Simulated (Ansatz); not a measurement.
**Squeezing Au (diamond type)**

```
Au
1.0
     0.00000    2.97555    2.97555
     2.97555    0.00000    2.97555
     2.97555    2.97555    0.00000
Au
2
Direct
  0.87500 0.87500 0.87500
  0.12500 0.12500 0.12500
```

The cell comes from a relaxation on PAW files under the same functional, begun from a prototype that needn't be the stable phase.

Its volume is scaled at fixed shape and fractional positions.

All numbers are LDA results (scalar-relativistic) from Ansatz 0.2.0, with a Γ-centred 12×12×12 k mesh, Fermi–Dirac smearing of 0.1 eV, no spin polarisation. Methods: LAPW: all electrons, basis error target 1 meV/atom; PAW: frozen-core files, cutoff 420 eV; crystal datasets: all electrons, by PAW datasets that the program makes for each cell; norm-conserving: pseudopotentials, cutoff 1034 eV.

Energies are extrapolated to zero smearing and count from the unscaled cell; pressure is positive in compression; gaps take the mesh and a band path. No temperature or zero-point motion is included.

Spin–orbit coupling is left out, which matters for the heavy atoms. The PAW files were made under PBE. The structure type is held throughout; the real material can change phase at far lower pressure.

```
V/V0  V (Å³/atom)  P LAPW (GPa)  ΔE LAPW (eV/atom)  P PAW − LAPW (GPa)  ΔE PAW − LAPW (meV/atom)
1.00        26.35          0.03              0.000               -0.02                       0.0
0.92        24.24          8.51              0.051               -0.03                      -0.3
0.84        22.13          22.9              0.250               -0.06                      -0.8
0.76        20.02          47.3              0.697               -0.10                      -1.8
0.68        17.91          89.5              1.572               -0.16                      -3.4
0.60        15.81         164.0              3.191               -0.29                      -6.2
0.52        13.70         301.2              6.156               -0.65                     -11.8
0.45        11.86         523.7                  ?               -1.97                     -24.7
```

Give the missing entry: row "0.45", column "ΔE LAPW (eV/atom)".

10.774.

Fit the Vinet equation to the LAPW pressures over the whole range, with residuals weighted by 1/(|P| + 0.03·Pmax).

V0 = 26.36 Å³/atom, B0 = 78.9 GPa and B0′ = 5.88, and the fit misses no point by more than 1.2 GPa. A fit over so wide a range pins B0 less well than one near rest.

From the table, what is the rise of the enthalpy H = E + pV up to the last row, and how stiff is the crystal between the last two rows?

ΔH = 10.774 eV + (523.7 GPa × 11.86 Å³ − 0.03 GPa × 26.35 Å³) × 0.006242 eV/(GPa·Å³) = 49.52 eV/atom, of which pV makes 78 %. The mean bulk modulus there is −ΔP/Δln V = 1540 GPa.

At the smallest volume, how far do crystal datasets and norm-conserving lie from LAPW in pressure?

crystal datasets: -0.01 GPa; norm-conserving: -1.30 GPa, on a LAPW pressure of 523.7 GPa.

How do the Löwdin populations by LAPW change from the unscaled cell to the last row?

Au 5s 1.99 → 1.96, Au 5d 9.75 → 9.66 electrons an atom. These are projections on the shells that the free atoms fill; 0.20 e a cell lies outside them at the start and 0.41 e at the end.
